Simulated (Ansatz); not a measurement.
Data:

ZnAu (CsCl type)

```yaml
crystal:
  lattice:
    - [6.37355, 0.00000, 0.00000]
    - [0.00000, 3.18677, 0.00000]
    - [0.00000, 0.00000, 3.18677]
  atoms:
    - { symbol: Zn, position: [0.25000, 0.50000, 0.50000] }
    - { symbol: Zn, position: [0.75000, 0.50000, 0.50000] }
    - { symbol: Au, position: [0.00000, 0.00000, 0.00000] }
    - { symbol: Au, position: [0.50000, 0.00000, 0.00000] }
```

The atoms are displaced by Q × the pattern below (from a DFPT mode at X = (0.5, 0.0, 0.0), largest move 1; Q in Å), at fixed cell. (q is in reciprocal vectors of the primitive cell; the cell shown is doubled to hold the pattern.)

```json
[
 {"atom": "Au3", "x": "1.000", "y": "0.000", "z": "0.000"},
 {"atom": "Au4", "x": "-1.000", "y": "0.000", "z": "0.000"}
]
```

Atoms not listed stay in place.

The numbers are results of PBE (plane waves to 420 eV, PAW, scalar-relativistic; Ansatz, a first-principles code), not measurements. k mesh 8×15×15 (Γ-centred), Fermi-Dirac smearing 0.05 eV. E stands for the smeared free energy. With partly filled bands, energies and forces of such displacements shift with the k mesh and the smearing. Spin-orbit coupling is left out, though Au is heavy. ZnAu was relaxed with its symmetry unable to fall. The zero of ΔE is the undisplaced structure.

The scan covers Q from -0.280 to 0.280 Å in 13 points.

Is this a single well or a double well?

A single well with its minimum at or next to zero displacement.

Which space group does the distorted structure have?

P4/mmm (No. 123), lowered from Pm-3m.

What is the energy change at Q = 0.280 Å?

639 meV/cell.

What harmonic wavenumber does the curvature at Q = 0 give?

92 cm⁻¹.

(For displaced atoms, the force is minus the slope of the energy, and its curvature is a force constant, which sets phonon frequencies.)
